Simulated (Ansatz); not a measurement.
Harmonic thermodynamics of Lu$_{2}$ScN$_{3}$

Theory: Ansatz 0.2.0, DFT PBE, scalar-relativistic, plane waves, PAW. Cutoff 420 eV, 12×12×6 k-points (Γ-centred), Fermi-Dirac smearing of 0.15 eV. No spin polarisation. Phonons by linear response, acoustic sum rule imposed.

Relaxed structure:
```xyz
6
Lattice="3.3106 0.0000 0.0000 -1.6553 2.8671 0.0000 0.0000 0.0000 8.1013" Properties=species:S:1:pos:R:3 pbc="T T T"
Lu    0.0000    1.9114    2.6648
Lu    1.6553    0.9557    5.4365
Sc    0.0000    0.0000    0.0000
N     0.0000    1.9114    6.8136
N     1.6553    0.9557    1.2877
N     0.0000    0.0000    4.0507
```

The structure comes from a generated guess, relaxed at this level; another structure or a mixture of phases may lie lower. In a metal, frequencies and elastic constants depend on the k mesh and the smearing, soft modes and shear constants most. The q mesh is coarse, so values between its points are rough.

Force constants from linear response on a 3×3×1 q mesh, interpolated to a fine mesh.

Phonon density of states, in bins of 10 cm⁻¹:
| bin centre (cm⁻¹) | share of modes (%) |
| --- | --- |
| 5 | 0.0 |
| 15 | 0.1 |
| 25 | 0.1 |
| 35 | 0.2 |
| 45 | 0.3 |
| 55 | 0.4 |
| 65 | 0.5 |
| 75 | 0.7 |
| 85 | 1.2 |
| 95 | 2.0 |
| 105 | 3.3 |
| 115 | 4.9 |
| 125 | 4.5 |
| 135 | 4.1 |
| 145 | 1.6 |
| 155 | 2.0 |
| 165 | 4.0 |
| 175 | 2.2 |
| 185 | 3.0 |
| 195 | 2.0 |
| 205 | 1.1 |
| 215 | 0.7 |
| 225 | 0.6 |
| 235 | 0.7 |
| 245 | 1.9 |
| 255 | 1.6 |
| 265 | 1.1 |
| 275 | 0.4 |
| 285 | 1.1 |
| 295 | 2.1 |
| 305 | 1.1 |
| 315 | 1.1 |
| 325 | 1.3 |
| 335 | 1.2 |
| 345 | 1.1 |
| 355 | 1.6 |
| 365 | 2.2 |
| 375 | 2.8 |
| 385 | 3.0 |
| 395 | 3.3 |
| 405 | 4.0 |
| 415 | 5.0 |
| 425 | 3.7 |
| 435 | 2.2 |
| 445 | 1.6 |
| 455 | 0.4 |
| 465 | 0.3 |
| 475 | 0.7 |
| 485 | 1.0 |
| 495 | 1.3 |
| 505 | 1.0 |
| 515 | 1.2 |
| 525 | 1.3 |
| 535 | 1.5 |
| 545 | 1.5 |
| 555 | 1.3 |
| 565 | 1.1 |
| 575 | 1.0 |
| 585 | 0.7 |
| 595 | 0.6 |
| 605 | 0.5 |
| 615 | 0.3 |
| 625 | 0.2 |
| 635 | 0.1 |
| 645 | 0.0 |

Question: How much zero-point energy does an atom carry?

Answer: 56.4 meV.

Question: How large are the vibrational entropy and heat capacity at 300 K?

Answer: S = 2.66 k_B and C_V = 2.46 k_B per atom, 82 % of the Dulong–Petit value.

Question: Tabulate them against temperature.

Answer:
| T (K) | F_vib (meV/atom) | S (k_B/atom) | C_V (k_B/atom) |
| --- | --- | --- | --- |
| 100 | 54.4 | 0.67 | 1.08 |
| 200 | 44.0 | 1.74 | 2.02 |
| 300 | 24.9 | 2.66 | 2.46 |
| 400 | -1.3 | 3.40 | 2.67 |
| 500 | -33.3 | 4.00 | 2.78 |
| 600 | -70.0 | 4.52 | 2.84 |
| 700 | -110.9 | 4.96 | 2.88 |
| 800 | -155.3 | 5.35 | 2.91 |
| 900 | -202.9 | 5.69 | 2.93 |
| 1000 | -253.3 | 6.00 | 2.94 |
